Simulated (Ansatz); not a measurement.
Relaxed-ion elastic tensor of ZnWO4 in space group P2/c (No. 13; Zn on 2f, W on 2e, O on 4g, O on 4g) in GPa (Voigt order), the program Ansatz at the PBEsol level (PAW); density 7.95 g/cm³, 10.90 Å³ per atom.

|  | 1 | 2 | 3 | 4 | 5 | 6 |
|---|---|---|---|---|---|---|
| 1 | 232 | 113 | 122 | 0.0 | 13.4 | 0.0 |
| 2 | 113 | 212 | 119 | 0.0 | 12.8 | 0.0 |
| 3 | 122 | 119 | 288 | 0.0 | 9.7 | 0.0 |
| 4 | 0.0 | 0.0 | 0.0 | 67.1 | 0.0 | -3.2 |
| 5 | 13.4 | 12.8 | 9.7 | 0.0 | 69.7 | 0.0 |
| 6 | 0.0 | 0.0 | 0.0 | -3.2 | 0.0 | 27.6 |

### Question
Is the crystal mechanically stable?

### Answer
Yes: the smallest eigenvalue of C is 27.3 GPa.

### Question
Work out the Voigt, Reuss and Hill averages.

### Answer
K_V = 160, K_R = 155, K_H = 157; G_V = 58.1, G_R = 50.7, G_H = 54.4 GPa.

### Question
Give Young's modulus, Poisson's ratio, Pugh's ratio and the universal anisotropy index.

### Answer
E = 9KG/(3K + G) = 146 GPa; ν = 0.34; K/G = 2.89 (ductile by the Pugh limit of 1.75); A_U = 5G_V/G_R + K_V/K_R − 6 = 0.77.

### Question
Estimate the sound speeds and the Debye temperature.

### Answer
v_l = √((K + 4G/3)/ρ) = 5380 m/s, v_t = √(G/ρ) = 2620 m/s, mean 2940 m/s; Θ = (h/k)(3n/4πV)^(1/3) v_m = 395 K.

### Question
Solve the Christoffel equation for the three sound speeds along x, y, z.

### Answer
Eigenvalues of C_ijkl n_j n_l equal ρv². In km/s, slowest first: x 1.86, 2.94, 5.42; y 1.85, 2.91, 5.16; z 2.91, 2.95, 6.02.

### Question
How much does each axis shrink under pressure?

### Answer
Linear compressibilities β_i = Σ_j S_ij (j = 1 to 3): x 2.3, y 2.8, z 1.4 per TPa.

The first step of the workflow began from a Materials Project structure, measured or hypothetical; the Crystallography Open Database files this formula in space group No. 13, but the cells were not matched. Whether it is the stable phase at ambient conditions was not checked. The PBEsol relaxation kept the symmetry of its start; its stability against distortions is not shown here. The run is not spin-polarised. No Hubbard U is applied. Spin–orbit coupling is left out wherever it is not named.

Potentials: the later of the program's two PAW sets.
